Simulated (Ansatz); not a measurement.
# Compressing CoO: a fit and a missing row

CoO, R-3m, a = 3.073 Å, c = 7.421 Å. This is the compound's rock-salt structure, slightly distorted along a body diagonal. Ansatz: PBE+U, PAW, 420 eV, Γ-centred 12×12×12 mesh on 2 atoms, Gaussian smearing 0.02 eV; U_eff Co 3.32 eV; collinear spin, largest moment 2.6 μB. Shape and atoms are relaxed at each volume; pressure is positive in compression.

```
V (Å³/atom) P (GPa)
      8.904        ?
      9.207    19.73
      9.511    12.05
      9.814     5.55
     10.118     0.03
     10.421    -4.66
     10.725    -8.64
     11.129   -13.03
```

Question: Take V0 = 10.118 Å³/atom, count pressures from its P0 = 0.03 GPa, fit the third-order Birch–Murnaghan form to the other rows, and predict the missing pressure.

Answer: With the Eulerian strain f = ½[(V0/V)^(2/3) − 1] and y = (P − P0)/[3f(1 + 2f)^(5/2)], the form is the line y = B0 + 1.5 B0 (B0′ − 4) f. Rows (f, y): 0.03246, 172.9; 0.02105, 171.7; 0.01027, 170.3; -0.00974, 168.6; -0.01905, 167.2; -0.03076, 165.9. Means f = 0.0007050, y = 169.43; Σ(Δf)² = 0.003003, ΣΔfΔy = 0.3285; the slope is their ratio. y = 169.4 + 109.4 f GPa, so B0 = 169.4 GPa and B0′ = 4 + 2 × (109.4)/(3 × 169.4) = 4.43. At V = 8.904, f = 0.04447, y = 174.27 and P = 28.80 GPa. The run gave 28.79 GPa, so the fit is 0.01 GPa too high, within twice the rms miss on the fitted rows (0.008 GPa).

The state reached may not be the lowest one. The cell holds one magnetic atom, so it can only be ferromagnetic; an antiferromagnetic order may lie lower.